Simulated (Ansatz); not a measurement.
InGe2H2: relaxation (Ansatz)

Run with:

```bash
ansatz run input.yaml --threads 2 --pin off --max-ram 2560MiB --backend cpu --events-out ev --progress --plain --runs-dir out
```

Input:

```yaml
crystal:
  lattice:
    - [6.25394, 0.0, 0.0]
    - [0.0, 6.25394, 0.0]
    - [0.0, 0.0, 3.604064]
  atoms:
    - { symbol: H, position: [0.17858, 0.67858, 0.5] }
    - { symbol: H, position: [0.32142, 0.17858, 0.5] }
    - { symbol: H, position: [0.82142, 0.32142, 0.5] }
    - { symbol: H, position: [0.67858, 0.82142, 0.5] }
    - { symbol: In, position: [0.0, 0.0, 0.0] }
    - { symbol: In, position: [0.5, 0.5, 0.0] }
    - { symbol: Ge, position: [0.37909, 0.87909, 0.0] }
    - { symbol: Ge, position: [0.12091, 0.37909, 0.0] }
    - { symbol: Ge, position: [0.62091, 0.12091, 0.0] }
    - { symbol: Ge, position: [0.87909, 0.62091, 0.0] }
  symmetry: { tolerance: 0.0003 }
kpoints:
  mp_grid: { grid: [4, 4, 8], shift: [0, 0, 0] }
magnetization:
  spin_polarized: false
scf:
  occupations: { method: gaussian, width: 0.0181 }
  lower_state_search: "off"
hamiltonian:
  pseudopotentials: { kind: paw }
  xc: r2scan
basis:
  ecutwfc: 500
  fft_grid_basis: typed
relax:
  max_steps: 60
  cell: { p_target: 0.0 }
output:
  forces: true
  stress: true
  eigenvalues: true
  bader: true
  populations: true
  elf: true
  write_potential: true
  volumetric_format: npy
  dos:
    e_range: [-12, 8]
    de: 0.05
    projected: { site_lists: { Ge: [Ge], H: [H], In: [In] } }
  write_density: true
checkpoint:
  read: saved_state
```

Origin of the cell: a known structure type with other elements, at an estimated volume, so it need not be a known compound.

The saved state is a converged single point of the same cell.

Steps («new basis» is an SCF on plane waves selected anew at the same cell):

```csv
step,ΔF (meV/atom),max force component (eV/Å),P (GPa),volume (Å³),SCF iterations,step was
1,0.0,2.061,17.02,140.96,7,accepted
2,-194.8,0.729,5.41,151.95,8,accepted
3,-265.9,0.498,2.28,152.02,6,accepted
4,-329.7,0.374,0.48,150.42,7,accepted
5,-410.0,0.637,1.14,148.95,8,accepted
6,-500.4,0.494,2.94,148.61,7,accepted
7,-559.5,0.192,3.89,153.27,7,accepted
8,-602.6,0.315,1.10,164.79,7,accepted
9,-637.4,0.270,-1.46,174.19,9,accepted
10,-685.9,0.250,-2.82,179.10,10,accepted
11,-715.3,0.466,-1.14,175.03,7,accepted
12,-723.3,0.083,-1.35,175.64,7,accepted
13,-725.9,0.011,0.14,170.63,6,accepted
14,-726.3,0.012,0.11,170.74,5,accepted
15,-726.3,0.003,0.02,171.11,7,accepted
16,-727.7,0.003,0.06,171.11,9,new basis
17,-727.7,0.000,0.00,171.29,6,accepted
18,-727.7,0.000,0.00,171.29,5,new basis
```

The starting structure.

Space group P4/mbm (No. 127); the run's cell has a = 6.254 Å, b = 6.254 Å, c = 3.604 Å, α = 90.00°, β = 90.00°, γ = 90.00°. Shortest distances: Ge–Ge 2.14 Å, Ge–In 2.49 Å, Ge–H 2.53 Å, H–In 2.92 Å, H–H 3.16 Å.

The relaxed structure.

Space group P4/mbm (No. 127); the run's cell has a = 7.005 Å, b = 7.005 Å, c = 3.491 Å, α = 90.00°, β = 90.00°, γ = 90.00°. Shortest distances: Ge–H 1.76 Å, Ge–Ge 2.48 Å, Ge–In 2.77 Å, H–H 2.91 Å, H–In 3.20 Å, In–In 3.49 Å.

```yaml
crystal:
  lattice:
    - [7.00457, 0.00000, 0.00000]
    - [0.00000, 7.00457, 0.00000]
    - [0.00000, 0.00000, 3.49106]
  atoms:
    - { symbol: H, position: [0.35314, 0.85314, 0.50000] }
    - { symbol: H, position: [0.14686, 0.35314, 0.50000] }
    - { symbol: H, position: [0.64686, 0.14686, 0.50000] }
    - { symbol: H, position: [0.85314, 0.64686, 0.50000] }
    - { symbol: In, position: [0.00000, 0.00000, 0.00000] }
    - { symbol: In, position: [0.50000, 0.50000, 0.00000] }
    - { symbol: Ge, position: [0.37483, 0.87483, 0.00000] }
    - { symbol: Ge, position: [0.12517, 0.37483, 0.00000] }
    - { symbol: Ge, position: [0.62517, 0.12517, 0.00000] }
    - { symbol: Ge, position: [0.87483, 0.62517, 0.00000] }
```

* Free energy lowered by: 727.7 meV/atom
* Volume change: 21.51 %
* Final pressure: 0.00 GPa
* Relaxation steps listed: 18
* Formation energy (elements under the same functional, gases as molecules, uncorrected): 0.398 eV/atom

Caveats: no dispersion correction, so spacings can come out too large where layers or molecules are weakly bound; the relaxation held the start's symmetry, so the end may be a saddle point.

It ran for 6.1 min on 2 threads of Arm Neoverse V2 (shared host), peak memory 0.93 GiB, from a saved density.
